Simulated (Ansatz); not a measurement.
What DFT gives for RbGdS2

```xyz
4
Lattice="3.8547 0.0000 0.0000 -1.9274 3.3383 0.0000 -1.9274 1.1128 7.0909" Properties=species:S:1:pos:R:3 pbc="T T T"
Gd    0.0000    2.2255    3.5454
S    -1.9274    3.3383    4.6800
S     1.9274    1.1128    2.4109
Rb    0.0000    0.0000    0.0000
```

The numbers come from plane-wave PAW DFT (Ansatz): r2SCAN, spin-orbit coupling, 500 eV, 6×6×6 Γ-centred k points, methfessel-paxton occupations (width 0.021 eV). Nothing was relaxed.

Magnetic state (reached from a saved solution, and it need not be the lowest): Gd1 along (-0.26, 0.15, 0.95).

Electronic structure: The gap is 1.82 eV, indirect (the least direct gap found is 2.51 eV).
Charges: Bader charges in e: Rb +0.77, Gd +1.75, S -1.26. In the mean Gd gives up most and S takes most.
Moments: Gd1 6.93 μB of spin moment in Bader basins; net size 6.97 μB a cell.
Forces: The largest is on S2 (and as large on other atoms): 4.34 eV/Å, components (0.00, 0.00, 4.34). It makes 117° with the line to a nearest neighbour, Gd1 at 2.50 Å.

Origin: a known structure type with other elements, at an estimated volume, so it need not be a known compound. Caveats: atoms or cell far from equilibrium; f shells without a U or exact exchange are poorly placed.
